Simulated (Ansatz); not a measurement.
Given:

HfO2:
```cif
data_Hf2O4
_chemical_formula_sum 'Hf2 O4'
_space_group_name_H-M_alt 'P 1'
_space_group_IT_number 1
_cell_length_a 3.53744
_cell_length_b 3.53744
_cell_length_c 5.10350
_cell_angle_alpha 90.000
_cell_angle_beta 90.000
_cell_angle_gamma 90.000
loop_
_space_group_symop_operation_xyz
  'x, y, z'
loop_
_atom_site_label
_atom_site_type_symbol
_atom_site_fract_x
_atom_site_fract_y
_atom_site_fract_z
_atom_site_occupancy
Hf1 Hf 0.50000 0.50000 0.50000 1
Hf2 Hf 0.00000 0.00000 0.00000 1
O1 O 0.00000 0.50000 0.70359 1
O2 O 0.00000 0.50000 0.20359 1
O3 O 0.50000 0.00000 0.79641 1
O4 O 0.50000 0.00000 0.29641 1
```

This is the LDA-relaxed structure.

Task: All from LDA (plane waves, PAW; program Ansatz), unless another level is named. Estimate the Debye temperature from the elastic constants.

Result: 423 K.

Task: Predict the highest zone-centre frequency (without LO–TO term).

Result: 676 cm⁻¹.

Task: Give the zero-point energy.

Result: 67.5 meV/atom.

Space group P4_2/nmc. This is a known high-temperature phase of the composition, computed here at zero pressure and temperature. The cell was relaxed with LDA under the symmetry of its start; whether a distortion lowers the energy is not shown. The run is not spin-polarised. Scalar-relativistic: spin–orbit coupling is off unless named, which matters more the heavier the elements.

Potentials: the earlier of the program's two PAW sets. The files were generated under PBE; for other functionals the program regenerates the frozen cores, and for LDA and PBEsol the local potential too.
